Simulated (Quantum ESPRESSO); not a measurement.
**Kohn-Sham bands of TiO2 (anatase)**

```yaml
crystal:
  lattice:
    - [0.00000, -3.78254, 0.00000]
    - [3.78254, 0.00000, 0.00000]
    - [-1.89127, 1.89127, 4.80751]
  atoms:
    - { symbol: Ti, position: [0.00000, 0.00000, 0.00000] }
    - { symbol: Ti, position: [0.75000, 0.25000, 0.50000] }
    - { symbol: O, position: [0.95715, 0.45715, 0.91430] }
    - { symbol: O, position: [0.20715, 0.20715, 0.41430] }
    - { symbol: O, position: [0.79285, 0.79285, 0.58570] }
    - { symbol: O, position: [0.54285, 0.04285, 0.08570] }
```

Cell from Materials Project (mp-390), symmetrised, no further relaxation. COD (Crystallography Open Database) has the formula in 6 space groups, this one among them (matched by group alone). Method: PBEsol plane waves in Quantum ESPRESSO 7.5 (PseudoDojo norm-conserving files, 68 Ry, no spin polarisation, no spin-orbit coupling), Bloch states on a 8×8×8 mesh through Γ, Wannier90 4.0.1. Density: 10×10×10 mesh, cold smearing 0.01 Ry.

Task: List the Kohn-Sham levels between −8 and 5.1 eV relative to the valence-band maximum at the high-symmetry points, as a band run of pw.x on that density gives them (levels within 2 meV counted together).

Result: 
```json
[
 {"point": "Γ", "k (reciprocal lattice)": "0.000 0.000 0.000", "levels (eV)": "-3.96, -3.86 (×2), -3.46, -2.06 (×2), -2.01, -0.80 (×2), -0.79, -0.45 (×2), 2.12, 2.85, 4.04 (×2), 4.06 (×2)"},
 {"point": "X", "k (reciprocal lattice)": "-0.500 0.500 0.000", "levels (eV)": "-4.45 (×2), -4.21 (×2), -3.79 (×2), -2.64 (×2), -2.06 (×2), -0.05 (×2), 3.32 (×2), 3.81 (×2), 4.93 (×2)"},
 {"point": "P", "k (reciprocal lattice)": "-0.500 0.500 0.250", "levels (eV)": "-4.33 (×2), -4.28 (×2), -3.82 (×2), -2.95 (×2), -1.60 (×2), -0.25 (×2), 3.56 (×2), 3.59 (×2), 4.93 (×2)"},
 {"point": "N", "k (reciprocal lattice)": "0.000 0.500 0.000", "levels (eV)": "-4.47, -4.24, -3.74, -3.68, -3.42, -2.18, -2.06, -1.96 (×2), -0.93, -0.86, -0.65, 3.26, 3.57, 3.58, 3.65, 4.32, 4.50"},
 {"point": "M", "k (reciprocal lattice)": "0.000 0.000 0.500", "levels (eV)": "-3.77 (×2), -3.71 (×2), -2.05 (×2), -1.37 (×2), -1.27 (×2), -0.11 (×2), 2.47 (×2), 3.80 (×2), 4.31 (×2), 5.02 (×2)"},
 {"point": "S", "k (reciprocal lattice)": "0.000 0.423 0.289", "levels (eV)": "-4.69, -3.78, -3.77, -3.73, -2.98, -2.93, -2.23, -1.87, -1.20, -0.93, -0.88, -0.84, 3.24, 3.51, 3.58, 3.61, 4.28, 4.50"},
 {"point": "S_0", "k (reciprocal lattice)": "0.000 0.577 -0.289", "levels (eV)": "-4.69, -3.78, -3.77, -3.73, -2.98, -2.93, -2.23, -1.87, -1.20, -0.93, -0.88, -0.84, 3.24, 3.51, 3.58, 3.61, 4.28, 4.50"},
 {"point": "R", "k (reciprocal lattice)": "-0.423 0.577 -0.077", "levels (eV)": "-4.61 (×2), -3.94 (×2), -3.63 (×2), -2.75 (×2), -1.90 (×2), -0.09 (×2), 3.30 (×2), 3.76 (×2), 4.82 (×2)"},
 {"point": "G", "k (reciprocal lattice)": "-0.423 0.423 0.500", "levels (eV)": "-4.61 (×2), -3.94 (×2), -3.63 (×2), -2.75 (×2), -1.90 (×2), -0.09 (×2), 3.30 (×2), 3.76 (×2), 4.82 (×2)"}
]
```
